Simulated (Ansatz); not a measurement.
The start is a generated cell, SiS2 built in the anatase structure type. The structure is fully relaxed (lattice and positions, P = 0) with r2SCAN (plane waves to 500 eV, PAW, scalar-relativistic; Ansatz, an electronic-structure program). The first steps use a coarse 7×7×7 k-mesh.

Initial structure:
```yaml
crystal:
  lattice:
    - [-2.19243, 2.19243, 5.51091]
    - [2.19243, -2.19243, 5.51091]
    - [2.19243, 2.19243, -5.51091]
  atoms:
    - { symbol: Si, position: [0.50000, 0.50000, 0.00000] }
    - { symbol: Si, position: [0.25000, 0.75000, 0.50000] }
    - { symbol: S, position: [0.29190, 0.29190, 0.00000] }
    - { symbol: S, position: [0.04190, 0.54190, 0.50000] }
    - { symbol: S, position: [0.45810, 0.95810, 0.50000] }
    - { symbol: S, position: [0.70810, 0.70810, 0.00000] }
```

| Item | Result |
|---|---|
| Initial pressure | +5.5 GPa (positive: the cell is compressed) |
| Largest initial force | 1.03 eV/Å, on S3, S4, S5, S6 (atoms numbered as listed) |
| Volume change | +6.9 %, from 17.66 to 18.87 Å³/atom |
| Shortest distances (start → end) | The closest pairs of elements (up to four, under 3.6 Å), start → end: S–Si 2.24 → 2.16 Å; S–S 2.86 → 2.96 Å; Si–Si 3.52 → 3.47 Å |
| Band gap at the end | 1.28 eV, indirect (valence top at P, conduction bottom at 86 % of the way from Γ to M) (no spin-orbit coupling) |
| Optimiser moves | 6 |

Final values are on a 10×10×10 k-mesh of the relaxed cell. No spin polarisation in the result.

The run could not lower the symmetry of its start; a shaken copy of this end point relaxes with r2SCAN to Ibam (No. 72), 0.419 eV/atom lower.

The relaxed structure here is a generated cell of SiS2: the first start was made by placing the elements on the sites of a structure type, and the end was not matched to a known phase here, so it may be hypothetical.
